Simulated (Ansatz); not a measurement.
SnS2:
```
SnS2
1.0
    1.78630     1.03132     5.59149
   -1.78630     1.03132     5.59149
    0.00000    -2.06264     5.59149
Sn S
1 2
Cartesian
  0.00000   0.00000  16.77052
  0.00000   0.00000   3.99141
  0.00000   0.00000   7.19609
```

This is the LDA-relaxed structure.

Question: All from LDA in the plane-wave PAW code Ansatz, unless another level is named. Give the highest zone-centre frequency.

Answer: 330 cm^-1.

Question: Predict the bulk modulus (Birch–Murnaghan fit).

Answer: 42.6 GPa.

Space group R3m. The cell is a constructed one: a structure type filled with these elements; neither database checked (COD, Materials Project) lists it. It is not the phase usual at ambient conditions (space group No. 164). The cell was relaxed with LDA under the symmetry of its start; of distortions, only those at the zone centre were tested. A crystal of weakly bound layers computed without a dispersion correction: the cell and the soft elastic constants depend strongly on that. As this level gives no gap, phonon frequencies hold no LO–TO term and depend on the k-mesh and smearing (Fermi–Dirac, 0.1 eV here). Scalar-relativistic: spin–orbit coupling is off unless named, which matters more the heavier the elements.

Potentials: the later of the program's two PAW sets.
